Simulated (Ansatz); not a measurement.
A trial cell of B3As, before relaxation:

```cif
data_structure
_symmetry_space_group_name_H-M 'P 1'
_symmetry_Int_Tables_number 1
_cell_length_a 3.7941
_cell_length_b 3.7941
_cell_length_c 3.5793
_cell_angle_alpha 90.000
_cell_angle_beta 90.000
_cell_angle_gamma 90.000
_cell_volume 51.53
loop_
_atom_site_label
_atom_site_type_symbol
_atom_site_fract_x
_atom_site_fract_y
_atom_site_fract_z
_atom_site_occupancy
B1 B 0.00000 0.50000 0.50000 1
B2 B 0.50000 0.00000 0.50000 1
B3 B 0.50000 0.50000 0.00000 1
As1 As 0.00000 0.00000 0.00000 1
```

Computed with DFT PBE, scalar-relativistic, plane waves, PAW in Ansatz. Cutoff 420 eV, Gaussian smearing, Γ-centred meshes. Cell and atoms relax first on a coarse mesh and then on a finer one. In between, the cell is made exact in the group found at 0.06 Å. In metals the finer mesh still leaves noise of several meV/atom or more. The steps can't lower the symmetry of their start. No spin polarisation.

A guess keeps its type if space group and coordination stay and the shape of the cell changes little (axis ratios within about 15 %, angles within 6°); the volume may change.

Question: Does it keep its structure type, or change into something else?

Answer: It keeps its type. The symmetry stays P4/mmm (No. 123). The volume per atom shrinks by 25.3 %, from 12.9 to 9.6 Å³. The shortest distance goes from 2.61 Å (B–As and B–B) to 2.34 Å (B–As and B–B). The ratio c/a of the conventional cell changes by a factor of 0.89. Counting neighbours within 15 % of an atom's shortest distance, the start has As 12, B 12 and the end As 12, B 12.

The zero of energy is the elements' standard structures at the same level; no fitted shifts are applied.

Question: At what energy does it end?

Answer: +1.93 eV/atom. A positive value: parting into the elements would lower its energy.

The last run used a 14×14×16 mesh (in the run's order of axes) for its 4-atom cell and Gaussian smearing of 0.10 eV. The reference form of As is held partly by dispersion forces, which this level lacks. Symmetry constrained the relaxation, so the result can be a saddle point. Another cell of B3As relaxed alike, in P6/mmm, lies 1.25 eV/atom lower, so this cell isn't the stable form at this level.
